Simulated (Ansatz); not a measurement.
HgS:
```cif
data_Hg4S4
_chemical_formula_sum 'Hg4 S4'
_space_group_name_H-M_alt 'Fm-3m'
_space_group_IT_number 225
_space_group_name_Hall '-F 4 2 3'
_cell_length_a 5.45241
_cell_length_b 5.45241
_cell_length_c 5.45241
_cell_angle_alpha 90.000
_cell_angle_beta 90.000
_cell_angle_gamma 90.000
loop_
_atom_site_label
_atom_site_type_symbol
_atom_site_symmetry_multiplicity
_atom_site_Wyckoff_symbol
_atom_site_fract_x
_atom_site_fract_y
_atom_site_fract_z
_atom_site_occupancy
Hg1 Hg 4 a 0.00000 0.00000 0.00000 1
S1 S 4 b 0.50000 0.50000 0.50000 1
```
(The calculation used a cell of 2 atoms; values per cell refer to that cell.)

Relaxed with PBEsol.

Which orbitals make up the states near the Fermi level in PBEsol (plane waves, PAW; program Ansatz)?

Within 0.5 eV of the Fermi level: S 3p 73 %, Hg 5d 11 %, Hg 6s 11 %. Projections are on Löwdin-orthogonalised atomic valence shells; empty p or d shells of many metals are not among them.

Tabulate the density of states.

States/eV per cell of 2 atoms, in 0.25 eV bins, energy from the Fermi level.

```csv
E (eV),total,Hg 5d,S 3p,Hg 6s
-7.85,0.00,0.00,0.00,0.00
-7.60,0.17,0.08,0.06,0.03
-7.35,1.30,0.74,0.37,0.18
-7.10,4.85,3.55,1.00,0.28
-6.85,7.28,6.09,1.02,0.12
-6.60,8.35,7.52,0.73,0.03
-6.35,3.75,3.54,0.18,0.01
-6.10,9.64,9.48,0.10,0.01
-5.85,3.59,3.39,0.09,0.01
-5.60,0.81,0.67,0.06,0.01
-5.35,0.25,0.21,0.02,0.00
-5.10,0.55,0.27,0.14,0.14
-4.85,1.66,0.63,0.53,0.46
-4.60,2.07,0.60,0.78,0.58
-4.35,1.80,0.43,0.78,0.44
-4.10,0.77,0.16,0.32,0.19
-3.85,0.62,0.11,0.30,0.15
-3.60,0.68,0.09,0.39,0.13
-3.35,0.69,0.08,0.45,0.10
-3.10,0.78,0.08,0.57,0.07
-2.85,0.96,0.09,0.76,0.05
-2.60,1.18,0.11,0.96,0.05
-2.35,1.21,0.12,0.99,0.04
-2.10,1.27,0.12,1.04,0.03
-1.85,1.33,0.13,1.10,0.03
-1.60,1.45,0.13,1.21,0.03
-1.35,1.43,0.13,1.18,0.05
-1.10,1.22,0.13,0.98,0.05
-0.85,1.16,0.13,0.91,0.06
-0.60,1.11,0.13,0.87,0.06
-0.35,1.11,0.14,0.86,0.07
-0.10,1.10,0.14,0.85,0.08
0.15,0.51,0.05,0.34,0.09
0.40,0.20,0.00,0.07,0.10
0.65,0.24,0.00,0.09,0.12
0.90,0.29,0.01,0.11,0.13
1.15,0.34,0.01,0.13,0.15
1.40,0.39,0.01,0.15,0.17
1.65,0.47,0.01,0.18,0.20
1.90,0.56,0.01,0.23,0.24
2.15,0.73,0.02,0.30,0.30
2.40,0.99,0.03,0.42,0.41
2.65,0.83,0.02,0.32,0.34
2.90,0.75,0.01,0.26,0.29
3.15,0.81,0.01,0.23,0.26
3.40,0.56,0.01,0.15,0.16
3.65,0.17,0.00,0.06,0.07
3.90,0.17,0.00,0.03,0.03
4.15,0.42,0.00,0.06,0.06
4.40,0.56,0.00,0.05,0.05
4.65,0.67,0.00,0.05,0.05
```

The first step of the workflow began from a Materials Project structure, measured or hypothetical; the Crystallography Open Database copy checked does not list it. COD files the formula under space group No. 152, 154, 166, 216, so this cell is another polymorph or a model. Its standing as an ambient phase is unchecked. The cell was relaxed with PBEsol under the symmetry of its start; whether a distortion lowers the energy is not shown. Scalar-relativistic: spin–orbit coupling is off unless named, which matters more the heavier the elements.

Potentials: the later of the program's two PAW sets.
